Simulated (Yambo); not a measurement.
A G0W0@PBEsol run in Yambo for CuI (space group P4/nmm, No. 129) (4×4×2 Γ-centred k mesh, bands 9 to 208 and a 8 Ry block in the screening, 208 bands in G with the Bruneval-Gonze terminator, plasmon pole fitted at 27.2 eV) gives these matrix elements, in eV, at the band edges (Γ → Γ):

| state | E0 | <Vxc> | <Σx> | <Σc(E0)> | Z |
|---|---|---|---|---|---|
| valence edge | 0.000 | -21.576 | -26.192 | 3.777 | 0.768 |
| conduction edge | 1.389 | -10.229 | -6.035 | -3.783 | 0.816 |

Question: Solve the linearised quasiparticle equation for both states, give the gap, and say how exchange and correlation each act on it.

Answer: E = E0 + Z(Σx + Σc − Vxc). Valence: 0.000 + 0.768 × (-26.192 + (3.777) − (-21.576)) = -0.64 eV. Conduction: 1.389 + 0.816 × (-6.035 + (-3.783) − (-10.229)) = 1.73 eV. The gap is 2.37 eV, against 1.39 eV in PBEsol. Replacing Vxc by bare exchange alone would open it by 8.81 eV; correlation takes back 7.56 eV of that, and Z scales what is left. Nearest settings tried, and what they do to the gap: 134 bands in W, 134 bands in G: +34 meV; 7 Ry block (221 vectors against 263): +0 meV; 2×2×2 mesh: -120 meV. So the settings aren't converged at that level. Without spin-orbit coupling, band edges of such heavy elements can be off by tenths of an eV. The filled Cu 3d shell has no Hubbard U; semilocal functionals place it too high.

Geometry relaxed with PBE+D3(BJ); primitive cell a = 4.0154 Å, b = 4.0154 Å, c = 6.2140 Å, α = 90.00°, β = 90.00°, γ = 90.00°.

This is not the ordinary phase of the substance; no match was found in the copy of COD used, and its stability was not checked.
